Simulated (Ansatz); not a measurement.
Mg₃SnO:
```cif
data_Mg3OSn
_chemical_formula_sum 'Sn1 O1 Mg3'
_space_group_name_H-M_alt 'P 1'
_space_group_IT_number 1
_cell_length_a 4.34764
_cell_length_b 4.34764
_cell_length_c 4.34764
_cell_angle_alpha 90.000
_cell_angle_beta 90.000
_cell_angle_gamma 90.000
loop_
_space_group_symop_operation_xyz
  'x, y, z'
loop_
_atom_site_label
_atom_site_type_symbol
_atom_site_fract_x
_atom_site_fract_y
_atom_site_fract_z
_atom_site_occupancy
Sn1 Sn 0.00000 0.00000 0.00000 1
O1 O 0.50000 0.50000 0.50000 1
Mg1 Mg 0.50000 0.50000 0.00000 1
Mg2 Mg 0.50000 0.00000 0.50000 1
Mg3 Mg 0.00000 0.50000 0.50000 1
```

Relaxed with r²SCAN.

**Question.** Tabulate the valence density and the electron localisation function along the shortest Sn–Mg contact (3.07 Å), the program Ansatz at the r²SCAN level (PAW).

**Answer.** 

| distance from Sn (Å) | density (e/Å³) | ELF |
|---|---|---|
| 0.31 | 9.37 | 0.00 |
| 0.46 | 6.29 | 0.02 |
| 0.61 | 3.48 | 0.10 |
| 0.77 | 1.56 | 0.22 |
| 0.92 | 0.67 | 0.30 |
| 1.08 | 0.41 | 0.38 |
| 1.23 | 0.30 | 0.49 |
| 1.38 | 0.23 | 0.61 |
| 1.54 | 0.19 | 0.67 |
| 1.69 | 0.15 | 0.63 |
| 1.84 | 0.13 | 0.43 |
| 2.00 | 0.12 | 0.12 |
| 2.15 | 0.14 | 0.04 |
| 2.31 | 0.25 | 0.10 |
| 2.46 | 1.41 | 0.30 |
| 2.61 | 6.32 | 0.36 |
| 2.77 | 15.83 | 0.24 |

The density is the valence pseudo-density with augmentation charge, so density and ELF within about 1 Å of a nucleus are not all-electron values.

Space group Pm-3m (anti-perovskite). The start of the workflow was typed in or built on a structure type; neither database checked (COD, Materials Project) lists it. Whether it is the stable phase at ambient conditions was not checked. The cell was relaxed with r²SCAN under the symmetry of its start; its stability against distortions is not shown here. Scalar-relativistic: spin–orbit coupling is off unless named, which matters more the heavier the elements.

Potentials: the earlier of the program's two PAW sets.
